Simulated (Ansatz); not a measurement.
LiF (rock salt)

```yaml
crystal:
  lattice:
    - [0.00000, 1.99510, 1.99510]
    - [1.99510, 0.00000, 1.99510]
    - [1.99510, 1.99510, 0.00000]
  atoms:
    - { symbol: F, position: [0.00000, 0.00000, 0.00000] }
    - { symbol: Li, position: [0.50000, 0.50000, 0.50000] }
```

Grid over V/V₀ and (c/a)/(c/a)₀, subscript 0 meaning the relaxed cell; the conventional c axis lies along z; no internal relaxation.

Calculation: r2SCAN (plane waves to 500 eV, PAW, scalar-relativistic; Ansatz, a program for electronic structure). k mesh 14×14×14 (Γ-centred), Fermi-Dirac smearing 0.05 eV. Compression counts positive. LiF was relaxed with its symmetry unable to fall.

At one point of the scan the stress tensor (GPa) is:

```
  -2.84     0.00     0.00
   0.00    -2.84     0.00
   0.00     0.00     0.61
```

Task: Which point is it?
(A) V/V₀ = 1.040, (c/a)/(c/a)₀ = 0.960
(B) V/V₀ = 1.013, (c/a)/(c/a)₀ = 0.960
(C) V/V₀ = 1.027, (c/a)/(c/a)₀ = 0.960
(D) V/V₀ = 1.027, (c/a)/(c/a)₀ = 0.987

Result: C, V/V₀ = 1.027, (c/a)/(c/a)₀ = 0.960

(A scan under strain: stresses follow from slopes of the energy per volume, elastic moduli from its curvatures.)
